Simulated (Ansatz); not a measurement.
# Generalised stacking-fault energy along a line for NaCl (rock salt)

NaCl (rock salt) is sheared across one {110} plane: the third cell vector gains the shift, so faults repeat every 5.9 Å. The cut lies between planes 1.98 Å apart; the cell height is held.

```
CELL_PARAMETERS angstrom
      3.96526     0.00000     0.00000
      0.00000     5.60772     0.00000
      1.98263     2.80386     5.94789
ATOMIC_POSITIONS crystal
  Cl 0.00000 0.00000 0.83333
  Cl 0.33333 0.33333 0.16667
  Cl 0.66667 0.66667 0.50000
  Na 0.00000 0.50000 0.83333
  Na 0.33333 0.83333 0.16667
  Na 0.66667 0.16667 0.50000
```

In-plane vectors a = (3.965, 0.000) Å, b = (0.000, 5.608) Å, area 22.24 Å². The shift is s times the vector a + b (length 6.868 Å), so s = 1 restores the start. The shift is rigid: no atom relaxes. γ = [E(shift) − E(0)] / area.

Calculation: r2SCAN (plane waves to 500 eV, PAW, scalar-relativistic; Ansatz, a program for electronic structure). k mesh 7×7×7 (Γ-centred), Fermi-Dirac smearing 0.05 eV. Energies are extrapolated to zero smearing. Compression counts positive. Faults lie only 5.9 Å apart, and holding the cell height and the atoms raises γ above its relaxed value. Left out: 5 of 12 points, with atoms too close for the PAW data. NaCl was relaxed with its symmetry unable to fall. The zero of γ is zero shift.

```
s      γ (mJ/m²)  σ normal to the fault (GPa)
-----  ---------  ---------------------------
0.000          0                          0.0
0.083        147                          0.6
0.167        580                          2.3
0.250       1439                          6.0
0.750       1439                          6.0
0.833        580                          2.3
0.917        147                          0.6
```

The 12 points together took around 16 core-minutes (rough).

(The slope of γ gives the shear force per area between the displaced halves; near zero shift its curvature is an elastic stiffness.)
